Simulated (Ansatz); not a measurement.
Ansatz run, Y

The input, for Ansatz 0.2.0 (plane waves, PAW):

```yaml
crystal:
  lattice:
    - [3.6731607, 0.0, 0.0]
    - [-1.83658035, 3.18105283, 0.0]
    - [0.0, 0.0, 5.83067007]
  atoms:
    - { symbol: "Y", position: [0.3333, 0.6667, 0.25] }
    - { symbol: "Y", position: [0.6666, 0.3333, 0.75] }
  symmetry: { tolerance: 0.0003 }
kpoints:
  mp_grid: { grid: [11, 11, 6], shift: [0, 0, 0] }
  band_path:
    path:
      - [0.0, 0.0, 0.0]
      - [0.49999986, 1.8e-07, 0.0]
      - [0.33333324, 0.33333361, 0.0]
      - [0.0, 0.0, 0.0]
      - [0.0, 0.0, 0.5]
      - [0.49999986, 1.8e-07, 0.5]
      - [0.33333324, 0.33333361, 0.5]
      - [0.0, 0.0, 0.5]
      - [0.49999986, 1.8e-07, 0.5]
      - [0.49999986, 1.8e-07, 0.0]
      - [0.33333324, 0.33333361, 0.5]
    npoints: 6
magnetization:
  spin_polarized: false
scf:
  occupations: { method: cold, width: 0.1024 }
  lower_state_search: "off"
  max_iter: 200
hamiltonian:
  pseudopotentials: { kind: paw }
  xc: pbesol
basis:
  ecutwfc: 420
  fft_grid_basis: typed
output:
  forces: true
  stress: true
  eigenvalues: true
  bader: true
  populations: true
  elf: true
  write_potential: true
  volumetric_format: npy
  dos:
    e_range: [-12, 8]
    de: 0.05
    projected: { site_lists: { "Y": ["Y"] } }
checkpoint:
  read: saved_state
```

The saved state is an earlier solution for the same cell, perhaps on another mesh. 

Parts of the output:

```
Free energy (F): -7590.0845 eV
Harris-Foulkes:  -7590.0845 eV  (|F-HF|=5.09e-10)
Internal energy: -7590.0877 eV  (E = F + TS)
E sigma→0 (E₀):  -7590.0856 eV
Entropy (-TS):   0.0032 eV (1.593 meV/atom)
Fermi energy:    8.8193 eV
--- Per-component energies (eV) ---
  E_band       = -255.3673
  E_kinetic    = 606.8764
  E_local      = -1257.5027  (includes V_loc(G=0)·N_el)
  E_nonlocal   = 103.3096
  E_hartree    = 397.5761
  E_xc         = -341.6725
  E_vxc        = -393.9881  (∫ρ·V_xc dr)
  E_paw        = -5546.7987  (= ΣΔE_a)
  E_vpaw       = -109.2153  (= ΣTr[D̂ρ^β])
  E_aug_tail   = 0.0000  (compensation charges beyond the density's cutoff)
  E_ewald      = -1552.1735
  E_core_change = 0.2975  (= ΣΔE_core)
  E_smearing   = 0.0032  (= −TS)
--- Stress (GPa, compression-positive) ---
       -2.7720       0.0000       0.0000
        0.0000      -2.7720       0.0000
        0.0000       0.0000      -4.1385
  P = ⅓ Tr σ = -3.2275 GPa (-32.275 kbar)
--- Löwdin populations: 2 sites ---
  site symbol       q [e]
     0      Y     10.9334
     1      Y     10.9334
  spilling = 0.0061 (of n_electrons = 22.0000)
```

Absolute energies hang on the potentials; compare differences alone.

Origin: a database entry at a rescaled volume. Caveats: many states at the Fermi level without spin polarisation, so a magnetic state may lie lower.
